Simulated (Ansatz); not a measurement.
Calculation for Au (sc type): DFT, LDA, all-electron LAPW, Dirac equation with spin-orbit coupling (Ansatz 0.2.0). This run: sc relaxed.

The cell comes from a relaxation on PAW files under the same functional, begun from a prototype that needn't be the stable phase.

Command: `ansatz run input.yaml --threads 2 --pin off --max-ram 5120MiB --backend cpu --events-out ev --progress --plain --runs-dir out` It took 3.2 min on 2 threads of Arm Neoverse V1, with other jobs on the host, peak memory 0.84 GiB.

```yaml
crystal:
  lattice:
    - [2.6594902787, 0.0, 0.0]
    - [0.0, 2.6594902787, 0.0]
    - [0.0, 0.0, 2.6594902787]
  atoms:
    - { symbol: Au, position: [0.0, 0.0, 0.0] }
kpoints:
  mp_grid: { grid: [16, 16, 16] }
scf:
  occupations: { method: fermi_dirac, width: 0.05 }
hamiltonian:
  xc: lda
  pseudopotentials: { kind: all_electron, lapw: { basis_error: 0.0005 } }
output:
  forces: true
  stress: true
  eigenvalues: true
  populations: true
relax:
  f_tol: 0.005
  max_steps: 25
  cell: {}
magnetization:
  noncollinear: true
  spin_orbit: true
```

Output:

```
The last accepted step is kept in <dir> (removed where the run ends without a failure and the disk answers)
Au: projections on atomic orbitals take those of the free atom 1s2 2s2 2p6 3s2 3p6 3d10 4s2 4p6 4d10 4f14 5s2 5p6 5d10 6s1, of charge +0.00 (hamiltonian.pseudopotentials.projection_atoms)
LAPW: plane waves up to 9.512 Å⁻¹, error target 5.0e-4 eV per atom; Dirac's equation on spinors; Au in spheres of 1.290 Å, 43 of its electrons in bands (how accurate: hamiltonian.pseudopotentials.lapw.basis_error, Limitations)
Engine: ansatz 0.2.0
Pseudopotentials: kind: all_electron
Pseudopotential: Au, LAPW, valence charge 43, lapw/all_electron/dirac/gaussian/Au, Dirac's equation, gaussian nucleus
Functional definition: SPW92
  exchange = slater_x
  correlation = pw_c
non-collinear run that drives no moment, with spin-orbit: no starting moment large enough to seed its density (crystal.atoms[].spin), no starting occupations that ask for one, no magnetisation constraint and no magnetic field, so the semilocal B_xc is pinned to zero
Crystal: 1 atoms, lattice volume = 18.810 Å³
Basis set: ecut = 344.6869192536036 eV, 257 PW (Γ), exchange–correlation at level 2
Bands: 52, of which v1, the nominal top of the filled ones, is band 43 counted from 1 (42 counted from 0)
Symmetry: 48 space group operations + 48 with time reversal
Magnetic group: BNS 221.93 (UNI 1595), of the structure as read, at distance tolerance 2.7e-5 Å
k-points: 165 of 4096
Non-local potential: Au, projectors of the file, none
Initial density: superposition of atomic densities (chi_scale 0.1, normalization cell)
Initial wavefunctions: plane waves of lowest kinetic energy (no species holds an atomic orbital)
Functional: x = slater, c = lda
iter 1 solved again at ethr=5.66e-4 eV; its pass at ethr=1.00e-1 eV (dr2=2.43e-1 eV) is discarded
SCF iter   1: F=—  HF=-517926.984827 eV  |F-HF|=—  |Δ(HF+E_count)|=         —  Δρ=3.74e-2  dr2=2.44e-1  dr2_m=0.00e0 (ungated)  ethr=5.66e-4  |M|=0.00e0 ∫|m|=0.00e0 μB  β_m=0.30  ⟨swp⟩=2.6  Hψ=52522  notcnv=0
preconditioner: auto → none  [metal: Δε(μ)=0.020 eV  Ē_g=15.138 eV  σ=0.050 eV  W_gap=0.10  n_scr=6 (ndim 8)  ℏωp=28.4 eV  f_vac=0.176  D(μ)=0.64/eV (n_scr^D=6)  sad-step TF]
SCF iter   2: F=—  HF=-517926.651164 eV  |F-HF|=—  |Δ(HF+E_count)|=   3.34e-1  Δρ=1.82e-2  dr2=6.33e-2  dr2_m=0.00e0 (ungated)  ethr=5.66e-4  |M|=0.00e0 ∫|m|=0.00e0 μB  β_m=0.36  ⟨swp⟩=2.0  Hψ=26006  notcnv=0
SCF iter   3: F=—  HF=-517926.605782 eV  |F-HF|=—  |Δ(HF+E_count)|=   4.54e-2  Δρ=7.08e-3  dr2=1.00e-2  dr2_m=0.00e0 (ungated)  ethr=1.47e-4  |M|=0.00e0 ∫|m|=0.00e0 μB  β_m=0.51  ⟨swp⟩=2.0  Hψ=26012  notcnv=0
iter 4 solved again at ethr=5.51e-7 eV; its pass at ethr=2.33e-5 eV (dr2=2.37e-4 eV) is discarded
SCF iter   4: F=—  HF=-517926.601823 eV  |F-HF|=—  |Δ(HF+E_count)|=         —  Δρ=1.22e-3  dr2=2.36e-4  dr2_m=0.00e0 (ungated)  ethr=5.51e-7  |M|=0.00e0 ∫|m|=0.00e0 μB  β_m=0.57  ⟨swp⟩=2.0  Hψ=42079  notcnv=0
the basis was enlarged: its passes take 1.5 MiB over the memory plan, 2 of 2 planned eigensolver slots
SCF iter   5: F=—  HF=-517926.601724 eV  |F-HF|=—  |Δ(HF+E_count)|=   9.95e-5  Δρ=1.96e-4  dr2=4.02e-6  dr2_m=0.00e0 (ungated)  ethr=5.50e-7  |M|=0.00e0 ∫|m|=0.00e0 μB  β_m=0.73  ⟨swp⟩=2.0  Hψ=24549  notcnv=0
SCF iter   6: F=—  HF=-517926.601723 eV  |F-HF|=—  |Δ(HF+E_count)|=   1.05e-6  Δρ=1.78e-5  dr2=2.87e-8  dr2_m=0.00e0 (ungated)  ethr=9.35e-9  |M|=0.00e0 ∫|m|=0.00e0 μB  β_m=0.74  ⟨swp⟩=2.1  Hψ=24586  notcnv=0
SCF iter   7: F=-517926.601723 eV  HF=-517926.601723 eV  |F-HF|=4.54e-9  |Δ(HF+E_count)|=   6.18e-8  Δρ=2.76e-6  dr2=6.74e-10  dr2_m=0.00e0 (ungated)  ethr=6.67e-11  |M|=0.00e0 ∫|m|=0.00e0 μB  ⟨swp⟩=2.6  Hψ=24906  notcnv=0
SCF 1 converged in 7 iterations: F = -517926.601723 eV  dr2 = 6.74e-10
relax step   1: F+E_penalty+E_count = -517926.60172289 eV  Δ(F+E_penalty+E_count) = +0.000e0 eV  max|allowed force component| = 0.000e0 eV/Å  Δτ_max = 0.0000 Å  P = -0.021 GPa  Ω = 18.810 Å³  (7 SCF iters, accepted)
Initial density: handed on by an earlier stage of this run
Initial wavefunctions: those handed on with the density
iter 1 solved again at ethr=1.99e-12 eV; its pass at ethr=1.00e-1 eV (dr2=8.57e-10 eV) is discarded
SCF iter   1: F=—  HF=-517926.601723 eV  |F-HF|=—  |Δ(HF+E_count)|=         —  Δρ=2.80e-6  dr2=8.37e-10  dr2_m=0.00e0 (ungated)  ethr=1.27e-11 (applied; sched 1.99e-12)  |M|=0.00e0 ∫|m|=0.00e0 μB  β_m=0.30  ⟨swp⟩=6.8  Hψ=50105  notcnv=0  reapply=44
preconditioner: auto → none  [metal: Δε(μ)=0.069 eV  Ē_g=15.707 eV  σ=0.050 eV  W_gap=0.32  n_scr=6 (ndim 8)  ℏωp=28.4 eV  f_vac=0.127  D(μ)=0.36/eV (n_scr^D=0)]
SCF iter   2: F=-517926.601723 eV  HF=-517926.601723 eV  |F-HF|=1.75e-10  |Δ(HF+E_count)|=   1.80e-9  Δρ=1.34e-6  dr2=1.45e-10  dr2_m=0.00e0 (ungated)  ethr=1.04e-11 (applied; sched 1.95e-12)  |M|=0.00e0 ∫|m|=0.00e0 μB  ⟨swp⟩=2.0  Hψ=24545  notcnv=0
SCF 2 converged in 2 iterations: F = -517926.601723 eV  dr2 = 1.45e-10
relax step   2: F+E_penalty+E_count = -517926.60172290 eV  Δ(F+E_penalty+E_count) = -3.027e-9 eV  max|allowed force component| = 0.000e0 eV/Å  Δτ_max = 0.0000 Å  P = -0.020 GPa  Ω = 18.810 Å³  stress off target by 2.05e-2 GPa  SCF on the basis re-selected at this cell (its energy is not comparable with the rows above)  (2 SCF iters)
basis re-selected at this cell: Δ(F+E_penalty+E_count) = -3.027e-9 eV, ΔP = +0.000 GPa vs the last step (what re-selecting the basis moved, after the strain that the cell walked since its last selection, with what the two solves' SCF thresholds leave and, on support functions, any second-order correction that the steps lacked; it is no measure of the basis error at this ecutwfc). This SCF's stress stands 2.05e-2 GPa from its target on what of the cell is left free (relax.cell.stress_tol is 5.00e-2 GPa) and its largest allowed force component is 0.00e0 eV/Å (relax.f_tol is 5.00e-3 eV/Å): within both
SCF converged after 2 iterations
Magnetization: |M| = 0.0000 μB,  M = (+0.0000, +0.0000, +0.0000) μB
Absolute magnetization: 0.0000 μB (∫|m|)
  site 0: m = (+0.0000, +0.0000, +0.0000) μB, |m| = 0.0000 μB  (R = 1.29 Å)
Free energy (F): -517926.601723 eV
Harris-Foulkes:  -517926.601723 eV  (|F-HF|=1.75e-10)
Internal energy: -517926.598651 eV  (E = F + TS)
E sigma→0 (E₀):  -517926.600187 eV
Entropy (-TS):   -0.003072 eV (-3.072 meV/atom)
Fermi energy:    21.429012 eV
--- Per-component energies (eV) ---
  E_band       = -3981.642031
  E_kinetic    = 594440.598495
  E_xc         = -9657.658085
  E_electrostatic = -1102709.539061  (all electrons and nuclei)
  E_smearing   = -0.003072  (= −TS)
  E_closure    = 0.000000  (closes the sum)
  E_atoms      = -517922.216333  (free atoms, spherical and without spin; not in F)
  Σ components = -517926.601723   (vs F -517926.601723, Δ=0.00e0)
  Basis errors (estimates in eV, not in F): energy 1.7e-4 per atom: plane waves 1.5e-4 (8.5e-5 summed), levels above the bands 4.2e-150, relativity 9.7e-9, radial functions 2.0e-5, core shells 6.8e-7; eigenvalues (radial functions only) 4.6e-7; not estimated: angular momenta, meshes, grids; target (lapw.basis_error) 5.0e-4; muffin-tin radii Au 1.290 Å
--- Forces (eV/Å), atoms counted from 1 ---
  atom   1  Au     0.00000000     0.00000000     0.00000000
  max |Σ_I F_I| component: 3.23e-27 eV/Å
--- Stress (GPa, compression-positive) ---
       -0.020454      -0.000000      -0.000000
       -0.000000      -0.020454       0.000000
       -0.000000       0.000000      -0.020454
  P = ⅓ Tr σ = -0.0205 GPa (-0.205 kbar)
--- Band table (eV; the first three rows and the last of 165) ---
  k-point 0: bands = ["-311.0489", "-311.0489", "-311.0489", "-311.0489", "-292.9423", "-292.9423", "-292.9423", "-292.9423", "-292.9155", "-292.9155", "-83.5443", "-83.5443", "-58.6262", "-58.6262", "-58.6262", "-58.6262", "-58.5973", "-58.5973", "-54.8190", "-54.8190", "-54.8035", "-54.8035", "-54.8035", "-54.8035", "-54.7764", "-54.7764", "-47.2428", "-47.2428", "-30.4275", "-30.4275", "-30.4275", "-30.4275", "12.7894", "12.7894", "14.9674", "14.9674", "14.9674", "14.9674", "19.7883", "19.7883", "19.7883", "19.7883", "20.8278", "20.8278", "34.3014", "34.3014", "36.3177", "36.3177", "36.3177", "36.3177", "41.1712", "41.1712"]
  k-point 1: bands = ["-311.0489", "-311.0489", "-311.0489", "-311.0489", "-292.9423", "-292.9423", "-292.9423", "-292.9423", "-292.9155", "-292.9155", "-83.5438", "-83.5438", "-58.6262", "-58.6262", "-58.6262", "-58.6262", "-58.5973", "-58.5973", "-54.8190", "-54.8190", "-54.8035", "-54.8035", "-54.8035", "-54.8035", "-54.7764", "-54.7764", "-47.2443", "-47.2443", "-30.4372", "-30.4372", "-30.4263", "-30.4263", "12.8929", "12.8929", "14.9832", "14.9832", "15.0491", "15.0491", "19.7155", "19.7155", "19.7672", "19.7672", "20.7759", "20.7759", "34.1020", "34.1020", "35.8739", "35.8739", "36.4949", "36.4949", "41.6565", "41.6565"]
  k-point 2: bands = ["-311.0489", "-311.0489", "-311.0489", "-311.0489", "-292.9423", "-292.9423", "-292.9423", "-292.9423", "-292.9155", "-292.9155", "-83.5423", "-83.5423", "-58.6262", "-58.6262", "-58.6262", "-58.6262", "-58.5973", "-58.5973", "-54.8191", "-54.8191", "-54.8036", "-54.8036", "-54.8034", "-54.8034", "-54.7764", "-54.7764", "-47.2488", "-47.2488", "-30.4646", "-30.4646", "-30.4229", "-30.4229", "13.1812", "13.1812", "15.0283", "15.0283", "15.3051", "15.3051", "19.5163", "19.5163", "19.6913", "19.6913", "20.6511", "20.6511", "32.9553", "32.9553", "35.8257", "35.8257", "37.0019", "37.0019", "42.1311", "42.1311"]
  k-point 164: bands = ["-311.0489", "-311.0489", "-311.0489", "-311.0489", "-292.9423", "-292.9423", "-292.9423", "-292.9423", "-292.9155", "-292.9155", "-83.5027", "-83.5027", "-58.6268", "-58.6268", "-58.6268", "-58.6268", "-58.5969", "-58.5969", "-54.8208", "-54.8208", "-54.8034", "-54.8034", "-54.8034", "-54.8034", "-54.7762", "-54.7762", "-47.3617", "-47.3617", "-30.7351", "-30.7351", "-30.7351", "-30.7351", "15.5690", "15.5690", "15.5690", "15.5690", "16.4273", "16.4273", "21.5749", "21.5749", "21.5749", "21.5749", "28.0270", "28.0270", "31.2042", "31.2042", "31.2042", "31.2042", "31.4281", "31.4281", "35.2521", "35.2521"]
--- Relaxed structure (1 steps of the walk, 1 accepted, 1 SCFs on fresh bases) ---
  F+E_penalty+E_count = -517926.60172290 eV   max|allowed force component| = 0.000e0 eV/Å   (the final SCF, on the basis selected at the relaxed cell)
  cell:  # Å, volume = 18.8103 Å³
    - [2.6594902787, 0.0, 0.0]
    - [0.0, 2.6594902787, 0.0]
    - [0.0, 0.0, 2.6594902787]
  atoms:
    - { symbol: Au, position: [0.0, 0.0, 0.0] }
--- Löwdin populations: 1 site ---
  site symbol       q [e]
     0     Au     78.7409
  spilling = 0.003280 (of n_electrons = 79.000000)
```

populations.tsv:

```
# site	symbol	l	j	q
# orbitals = lowdin
# n_electrons = 79.000000
# spilling = 0.003280
# projection_atom_Au: 1s2 2s2 2p6 3s2 3p6 3d10 4s2 4p6 4d10 4f14 5s2 5p6 5d10 6s1
0	Au	0_1S	0.5	1.999999
0	Au	0_2S	0.5	1.999993
0	Au	0_3S	0.5	1.999933
0	Au	0_4S	0.5	1.999324
0	Au	0_5S	0.5	1.990754
0	Au	0_6S	0.5	1.168388
0	Au	1_2P	0.5	1.985921
0	Au	1_2P	1.5	4.000051
0	Au	1_3P	0.5	1.986937
0	Au	1_3P	1.5	3.996618
0	Au	1_4P	0.5	1.983894
0	Au	1_4P	1.5	3.994785
0	Au	1_5P	0.5	1.970453
0	Au	1_5P	1.5	3.991477
0	Au	2_3D	1.5	3.998745
0	Au	2_3D	2.5	5.999722
0	Au	2_4D	1.5	3.998331
0	Au	2_4D	2.5	5.998705
0	Au	2_5D	1.5	3.929976
0	Au	2_5D	2.5	5.747718
0	Au	3_4F	2.5	5.999636
0	Au	3_4F	3.5	7.999557
```

Next run (diamond relaxed), as changes to the input before:

```diff
   lattice:
-    - [2.6594902787, 0.0, 0.0]
-    - [0.0, 2.6594902787, 0.0]
-    - [0.0, 0.0, 2.6594902787]
+    - [0.0, 2.9635059557, 2.9635059557]
+    - [2.9635059557, 0.0, 2.9635059557]
+    - [2.9635059557, 2.9635059557, 0.0]
   atoms:
-    - { symbol: Au, position: [0.0, 0.0, 0.0] }
+    - { symbol: Au, position: [-0.125, -0.125, -0.125] }
+    - { symbol: Au, position: [0.125, 0.125, 0.125] }
 kpoints:
-  mp_grid: { grid: [16, 16, 16] }
+  mp_grid: { grid: [13, 13, 13] }
 scf:
```

Results part of the output:

```
basis re-selected at this cell: Δ(F+E_penalty+E_count) = -3.027e-9 eV, ΔP = +0.000 GPa vs the last step (what re-selecting the basis moved, after the strain that the cell walked since its last selection, with what the two solves' SCF thresholds leave and, on support functions, any second-order correction that the steps lacked; it is no measure of the basis error at this ecutwfc). This SCF's stress stands 2.68e-2 GPa from its target on what of the cell is left free (relax.cell.stress_tol is 5.00e-2 GPa) and its largest allowed force component is 1.16e-17 eV/Å (relax.f_tol is 5.00e-3 eV/Å): within both
SCF converged after 2 iterations
Magnetization: |M| = 0.0000 μB,  M = (+0.0000, +0.0000, +0.0000) μB
Absolute magnetization: 0.0000 μB (∫|m|)
  site 0: m = (+0.0000, +0.0000, +0.0000) μB, |m| = 0.0000 μB  (R = 1.24 Å)
  site 1: m = (+0.0000, +0.0000, +0.0000) μB, |m| = 0.0000 μB  (R = 1.24 Å)
Free energy (F): -1035851.709142 eV
Harris-Foulkes:  -1035851.709142 eV  (|F-HF|=1.16e-9)
Internal energy: -1035851.700634 eV  (E = F + TS)
E sigma→0 (E₀):  -1035851.704888 eV
Entropy (-TS):   -0.008508 eV (-4.254 meV/atom)
Fermi energy:    13.824453 eV
--- Per-component energies (eV) ---
  E_band       = -14992.553172
  E_kinetic    = 1188879.537666
[... lines left out ...]
  k-point 83: bands = ["-598.1373", "-598.1373", "-598.1373", "-598.1373", "-500.8845", "-500.8845", "-500.8845", "-500.8845", "-500.8845", "-500.8845", "-500.8845", "-500.8845", "-318.3887", "-318.3887", "-318.3887", "-318.3887", "-318.3887", "-318.3887", "-318.3887", "-318.3887", "-300.2806", "-300.2806", "-300.2806", "-300.2806", "-300.2696", "-300.2696", "-300.2696", "-300.2696", "-300.2696", "-300.2696", "-300.2696", "-300.2696", "-90.8749", "-90.8749", "-90.8707", "-90.8707", "-65.9654", "-65.9654", "-65.9653", "-65.9653", "-65.9533", "-65.9533", "-65.9531", "-65.9531", "-65.9531", "-65.9531", "-65.9529", "-65.9529", "-62.1517", "-62.1517", "-62.1516", "-62.1516", "-62.1408", "-62.1408", "-62.1403", "-62.1403", "-62.1402", "-62.1402", "-62.1396", "-62.1396", "-62.1336", "-62.1336", "-62.1335", "-62.1335", "-54.6630", "-54.6630", "-54.6521", "-54.6521", "-38.1094", "-38.1094", "-37.9571", "-37.9571", "-37.9344", "-37.9344", "-37.7812", "-37.7812", "8.4054", "8.4054", "8.5393", "8.5393", "8.7776", "8.7776", "9.0341", "9.0341", "9.9998", "9.9998", "10.5098", "10.5098", "10.7352", "10.7352", "10.8954", "10.8954", "12.6981", "12.6981", "13.0565", "13.0565", "13.8323", "13.8323", "14.3378", "14.3378", "16.1953", "16.1953", "16.9547", "16.9547", "25.1341", "25.1341", "25.4813", "25.4813", "26.1391", "26.1391", "27.0773", "27.0773", "31.5698", "31.5698", "32.1578", "32.1578", "32.5368", "32.5368"]
--- Relaxed structure (1 steps of the walk, 1 accepted, 1 SCFs on fresh bases) ---
  F+E_penalty+E_count = -1035851.70914208 eV   max|allowed force component| = 1.156e-17 eV/Å   (the final SCF, on the basis selected at the relaxed cell)
  cell:  # Å, volume = 52.0532 Å³
    - [0.0, 2.9635059557, 2.9635059557]
    - [2.9635059557, 0.0, 2.9635059557]
    - [2.9635059557, 2.9635059557, 0.0]
  atoms:
    - { symbol: Au, position: [-0.125, -0.125, -0.125] }
    - { symbol: Au, position: [0.125, 0.125, 0.125] }
--- Löwdin populations: 2 sites ---
  site symbol       q [e]
     0     Au     78.7794
     1     Au     78.7794
  spilling = 0.002792 (of n_electrons = 158.000000)
```
